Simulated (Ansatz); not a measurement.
# How the gradients follow the element M in Ca7TiN6 and its analogues

Computed with Ansatz: DFT, r2SCAN, plane waves and PAW, scalar-relativistic, 500 eV cutoff. The cells come from the Materials Project (computed, not necessarily observed phases), with the atoms as given. Calculated pressures reach 2 GPa in size and forces 0.3 eV/Å in them. Spin–orbit coupling is left out. All compounds take space group Ibam with the same Wyckoff sites and nearly the same cell shape, and differ in the element M (Ti, Sn, Zr). Sites are named by their Wyckoff letter. V_zz in 10²¹ V/m².

```
 M  compound  source         cell edges (Å)  first shell of Ca on j  Ca on j: V_zz (η)  Ca on k: V_zz (η)  N on j: V_zz (η)
Ti   Ca7TiN6      MP  6.331, 11.517, 12.815      4 N at 2.43–2.47 Å        4.66 (0.81)       -4.06 (0.16)      -1.21 (0.61)
Sn   Ca7SnN6      MP  6.381, 11.849, 12.776      4 N at 2.44–2.48 Å        4.70 (0.72)       -3.67 (0.47)      -1.28 (0.13)
Zr   Ca7ZrN6      MP  6.396, 11.794, 13.075      4 N at 2.42–2.56 Å                  ?                  ?                 ?
```

(1) Estimate the values withheld for Ca7ZrN6.

Results:

(1) Ca on j: 5.41 (0.62); Ca on k: -4.36 (0.32); N on j: 0.75 (0.85).
